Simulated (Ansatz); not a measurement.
Ni (fcc, Cu type)

```xyz
1
Lattice="0.0000 1.7314 1.7314 1.7314 0.0000 1.7314 1.7314 1.7314 0.0000" Properties=species:S:1:pos:R:3 pbc="T T T"
Ni     0.0000     0.0000     0.0000
```

The slice is a {100} plane (indices of the conventional cell) through the point (0.000, 0.000, 0.000) (fractional), spanned by u = [100] and v = [0 1 -1] in vectors of this cell: u (2.45 Å) and v (2.45 Å, at 90° to u). It covers one period; positions are fractions (u, v).

All values below come from PBEsol (plane waves to 420 eV, PAW, scalar-relativistic; Ansatz, a quantum-chemistry and plane-wave program). k mesh 23×23×23. Near the nuclei the fields are pseudised (PAW); where an atom keeps semicore shells as valence, they peak there. Ni was relaxed with its symmetry unable to fall. Relaxed Ni ends ferromagnetic. Other magnetic orders were not checked, so this need not be the ground state.

Three fields on this plane, each scaled to ten steps between its own extremes (0 low, 9 high; the total valence density on a logarithmic scale, the potential cut 8 eV below its top; x marks points blanked near nuclei; v = 0 in the bottom row):

Map A
```
|xxxxxxxxx595xxxxxxxx|
|xxxxxxxx16961xxxxxxx|
|xxxxxxxx16961xxxxxxx|
|xxxxxxxx27972xxxxxxx|
|xxxxxxx0379730xxxxxx|
|xxxxxx015898510xxxxx|
|xxxxx01479997410xxxx|
|xx11235789998753211x|
|55667789999999877665|
|99999999999999999999|
|55667789999999877665|
|xx11235789998753211x|
|xxxxx01479997410xxxx|
|xxxxxx015898510xxxxx|
|xxxxxxx0379730xxxxxx|
|xxxxxxxx27972xxxxxxx|
|xxxxxxxx16961xxxxxxx|
|xxxxxxxx16961xxxxxxx|
|xxxxxxxxx595xxxxxxxx|
|xxxxxxxxx595xxxxxxxx|
```

Map B
```
|xxxxxxxxx232xxxxxxxx|
|xxxxxxxx03430xxxxxxx|
|xxxxxxxx14541xxxxxxx|
|xxxxxxxx35653xxxxxxx|
|xxxxxxx2567652xxxxxx|
|xxxxxx246787642xxxxx|
|xxxxx24678887642xxxx|
|xx01356789998765310x|
|22345678999998765432|
|33456788999998876543|
|22345678999998765432|
|xx01356789998765310x|
|xxxxx24678887642xxxx|
|xxxxxx246787642xxxxx|
|xxxxxxx2567652xxxxxx|
|xxxxxxxx35653xxxxxxx|
|xxxxxxxx14541xxxxxxx|
|xxxxxxxx03430xxxxxxx|
|xxxxxxxxx232xxxxxxxx|
|xxxxxxxxx232xxxxxxxx|
```

Map C
```
|xxxxxxxxx303xxxxxxxx|
|xxxxxxxx92029xxxxxxx|
|xxxxxxxx72027xxxxxxx|
|xxxxxxxx51015xxxxxxx|
|xxxxxxx7421247xxxxxx|
|xxxxxx753222357xxxxx|
|xxxxx75322222357xxxx|
|xx97543233233234579x|
|33221222333332221223|
|00000122233322210000|
|33221222333332221223|
|xx97543233233234579x|
|xxxxx75322222357xxxx|
|xxxxxx753222357xxxxx|
|xxxxxxx7421247xxxxxx|
|xxxxxxxx51015xxxxxxx|
|xxxxxxxx72027xxxxxxx|
|xxxxxxxx92029xxxxxxx|
|xxxxxxxxx303xxxxxxxx|
|xxxxxxxxx303xxxxxxxx|
```

### Question
Assign the maps to these fields: electron localisation function (ELF); spin density, up minus down; electrostatic potential energy of an electron, from the cell's mean.

### Answer
A is the electron localisation function (ELF); B is the electrostatic potential energy of an electron, from the cell's mean; C is the spin density, up minus down.
